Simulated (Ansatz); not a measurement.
Fields on a plane of CdSe (wurtzite)

```
CdSe
1.0
    4.38272     0.00000     0.00000
   -2.19136     3.79554     0.00000
    0.00000     0.00000     7.15447
Cd Se
2 2
Direct
  0.66667   0.33333   0.00047
  0.33333   0.66667   0.50047
  0.66667   0.33333   0.62473
  0.33333   0.66667   0.12473
```

The slice is a (1 -1 0 0) plane (indices of the conventional cell) through the point (0.667, 0.333, 0.001) (fractional), spanned by u = [110] and v = [001] in vectors of this cell: u (4.38 Å) and v (7.15 Å, at 90° to u). It covers one period; positions are fractions (u, v).

Atoms on it: Cd at (0.00, 0.00); Se at (0.00, 0.62).

Calculation: PBE (plane waves to 420 eV, PAW, scalar-relativistic; Ansatz, a first-principles code). k mesh 9×9×5. Near the nuclei the fields are pseudised (PAW); where an atom keeps semicore shells as valence, they peak there. CdSe was relaxed with its symmetry unable to fall.

```
|xxxx0478998740xxx|
|xxxx0579999750xxx|
|xxx036899998630xx|
|00036899999986300|
|23467899999987643|
|12468999999998642|
|xx03789999998730x|
|xxx047999999740xx|
|xxxx0689999860xxx|
|xxxx0578888750xxx|
|xxxx0577667750xxx|
|xxxx0566556650xxx|
|xxxx3665445663xxx|
|xx03665433456630x|
|23577764334677753|
|77888875555788887|
|99999877667789999|
|99999988778899999|
|99999998888999999|
|99999999999999999|
|88999999889999998|
|77788988778898877|
|34567887667887654|
|00036776556776300|
|xxx036665566630xx|
|xxxx0566666650xxx|
|xxxx0467777640xxx|
|xxxx0378888730xxx|
```
Scale: ten equal steps from -3.00 (start of '0') to 5.26 (end of '9'), in the order '0123456789'. Values: electrostatic potential energy of an electron, from the cell's mean, in eV. The map has 17 points along u (one character each, u = 0 at the left) and 28 along v (v = 0 in the bottom row). Points within 1 Å of a nucleus are blanked (x), as the pseudised field means little there. Values under -3 eV are set to -3. The zero, the cell's mean, hangs on the PAW cores.

```
v \ u  0.00  0.18  0.35  0.53  0.71  0.88
-----  ----  ----  ----  ----  ----  ----
0.96    1.3   0.2  -1.0  -1.1  -0.8   0.8
0.86   -0.3  -0.7  -1.5  -1.7  -1.2  -0.5
0.75   -0.1  -0.5  -1.3  -1.7  -1.0  -0.3
0.64    1.6   0.0  -0.9  -1.2  -0.6   0.7
0.54    0.4  -0.2  -0.8  -0.8  -0.7   0.0
0.43   -0.8  -1.0  -1.1  -1.0  -1.1  -0.9
0.32   -1.7  -1.7  -1.4  -1.3  -1.5  -1.7
0.21   -1.2  -1.3  -1.0  -0.9  -1.1  -1.3
0.11    0.4  -0.4  -0.7  -0.6  -0.8  -0.1
0.00    1.4   0.3  -0.9  -1.0  -0.7   0.9
```

Values: log₁₀ of the valence density in e/Å³. The scale is logarithmic, as a density can span decades between atoms and voids.

* **Density on the Cd–Se line (2.69 Å) at its density minimum, 1.3 Å from Cd**: 0.34 e/Å³
* **ELF at that point**: 0.27
* **Element round which the density of the highest valence band (whole band, smooth part) is largest on this plane**: Se
